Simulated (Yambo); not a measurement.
AuPO4 (space group C2/c, No. 15): one transition space (4×4×4 mesh, 27 valence and 5 conduction bands, Tamm-Dancoff) with different kernels in Yambo, on PBEsol orbitals; field along x. BSE alone uses the static screening with 110 bands and a 3 Ry block; its scissor and those of RPA and TDDFT come from G0W0, that of the TDHF-type run from bare exchange. Axes are Cartesian, with cell vectors (Å) (3.88, -2.83, 0.00), (3.88, 2.83, 0.00), (-0.99, 0.00, 7.70).

```json
[
 {"kernel": "BSE (screened electron-hole attraction)", "scissor (eV)": "2.10", "direct gap with it (eV)": "3.91", "lowest state (eV)": "___"},
 {"kernel": "TDHF-type (unscreened attraction, exchange-only scissor)", "scissor (eV)": "9.54", "direct gap with it (eV)": "11.34", "lowest state (eV)": "___"},
 {"kernel": "RPA (no attraction)", "scissor (eV)": "2.10", "direct gap with it (eV)": "3.91", "lowest state (eV)": "3.91 (dark)"}
]
```

Question: Fill in the missing entries.

Answer: 
- BSE (screened electron-hole attraction), lowest state (eV): 2.45 (dark)
- TDHF-type (unscreened attraction, exchange-only scissor), lowest state (eV): 3.03 (dark)

RPA leaves the lowest state at the direct gap: no bound exciton. These are vertical excitations (zero momentum). Spin singlets only. Strong means a line over 3 % of the spectrum's maximum, dark under 0.03 %. Absolute energies carry the error of the G0W0 scissor, whose convergence isn't established; the long-wavelength screening was taken along (1,1,1) although the crystal is anisotropic. Convergence of the binding with the mesh was not shown.

Spin-orbit coupling is not included.

Geometry of the Materials Project entry, not relaxed at this level; primitive cell a = b = 4.801 Å, c = 7.760 Å, α = β = 95.93°, γ = 72.22°.

The structure is a Materials Project entry; no match was found in the copy of COD used, and its stability was not checked.
